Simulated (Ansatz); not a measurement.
Consider the following.

GaN:
```
GaN
1.0
    0.00000     2.24907     2.24907
    2.24907     0.00000     2.24907
    2.24907     2.24907     0.00000
Ga N
1 1
Direct
  0.00000   0.00000   0.00000
  0.25000   0.25000   0.25000
```

This is the r²SCAN-relaxed structure.

All from DFT-r²SCAN in the program Ansatz with PAW potentials, unless another level is named. Estimate the Poisson's ratio.

0.26.

Predict the vibrational entropy at 300 K.

16.1 J/(K·mol of atoms).

Next, the zero-point energy?

78.3 meV/atom.

Give the highest zone-centre frequency (without LO–TO term).

67.6 meV.

Space group F-43m (zinc blende). The r²SCAN relaxation kept the symmetry of its start; phonons on a q-mesh show no instability.

Potentials: the earlier of the program's two PAW sets.
